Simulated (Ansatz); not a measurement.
Hf:
```xyz
2
Lattice="3.1712 0.0000 0.0000 -1.5856 2.7463 0.0000 0.0000 0.0000 5.0167" Properties=species:S:1:pos:R:3 pbc="T T T"
Hf     0.0000     1.8309     3.7625
Hf     1.5856     0.9154     1.2542
```

Relaxed with PBE+D3(BJ). Special points in fractions of this cell's reciprocal vectors: Γ (0.000, 0.000, 0.000); M (0.500, 0.000, 0.000); K (0.333, 0.333, 0.000); A (0.000, 0.000, 0.500); L (0.500, 0.000, 0.500); H (0.333, 0.333, 0.500).

**Question.** List the band energies nearest the Fermi level at these points for plane-wave PAW PBE+D3(BJ) (Ansatz code).

**Answer.** In eV from the Fermi level; about four levels below and three above (degenerate sets whole), none deeper than 8.9 eV; points with the same levels are listed once.

```csv
k,below,above
Γ,-7.46 -3.79,0.71 1.17 1.17
M,-3.40 -2.85 -2.32 -0.78,0.77 0.89 1.71
K,-2.23 -1.82 -1.82 -1.47,0.37 0.37 2.09
A,-5.45 -5.45,0.13 0.13 1.06 1.06 1.06 1.06
L,-3.49 -3.49 -1.04 -1.04,1.25 1.25 2.69 2.69
H,-1.51 -1.51 -0.18 -0.18,2.56 2.56 5.19 5.19
```

Space group P6_3/mmc (hcp (Mg type)). Symmetry was held in the PBE+D3(BJ) relaxation. No spin polarisation was allowed. The pairwise dispersion correction was not fitted to metals. Scalar-relativistic: spin–orbit coupling is off unless named, which matters more the heavier the elements.

Potentials: the later of the program's two PAW sets.
